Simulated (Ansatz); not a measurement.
Consider the following.

AgW:
```cif
data_Ag4W4
_chemical_formula_sum 'Ag4 W4'
_space_group_name_H-M_alt 'Cmcm'
_space_group_IT_number 63
_space_group_name_Hall '-C 2c 2'
_cell_length_a 2.68656
_cell_length_b 10.90591
_cell_length_c 4.46471
_cell_angle_alpha 90.000
_cell_angle_beta 90.000
_cell_angle_gamma 90.000
loop_
_space_group_symop_operation_xyz
  'x, y, z'
  '-x, -y, -z'
  '-x, -y, z+1/2'
  'x, y, -z+1/2'
  'x, -y, -z'
  '-x, y, z'
  '-x, y, -z+1/2'
  'x, -y, z+1/2'
  'x+1/2, y+1/2, z'
  '-x+1/2, -y+1/2, -z'
  '-x+1/2, -y+1/2, z+1/2'
  'x+1/2, y+1/2, -z+1/2'
  'x+1/2, -y+1/2, -z'
  '-x+1/2, y+1/2, z'
  '-x+1/2, y+1/2, -z+1/2'
  'x+1/2, -y+1/2, z+1/2'
loop_
_atom_site_label
_atom_site_type_symbol
_atom_site_symmetry_multiplicity
_atom_site_Wyckoff_symbol
_atom_site_fract_x
_atom_site_fract_y
_atom_site_fract_z
_atom_site_occupancy
Ag1 Ag 4 c 0.00000 0.31546 0.25000 1
W1 W 4 c 0.00000 0.05894 0.25000 1
```
(The calculation used a cell of 4 atoms; values per cell refer to that cell.)

This is the PBEsol-relaxed structure.

**Question.** All from PBEsol in the plane-wave PAW code Ansatz, unless another level is named. Predict the formation energy from the elements (no fitted shifts).

**Answer.** 0.71 eV/atom.

**Question.** Next, the density of states at the Fermi level?

**Answer.** 0.67 states/eV per atom (mean over ±0.08 eV).

The start of the workflow was typed in or built on a structure type; neither database checked (COD, Materials Project) lists it. Its standing as an ambient phase is unchecked. The cell was relaxed with PBEsol under the symmetry of its start; its stability against distortions is not shown here. The run is not spin-polarised. Its formation energy is positive at this level, so the cell may be metastable or incomplete. The references are the lowest solids computed at this level, not always the standard phases. Spin–orbit coupling is left out wherever it is not named.

Potentials: the earlier of the program's two PAW sets. The files were generated under PBE; for other functionals the program regenerates the frozen cores, and for LDA and PBEsol the local potential too.
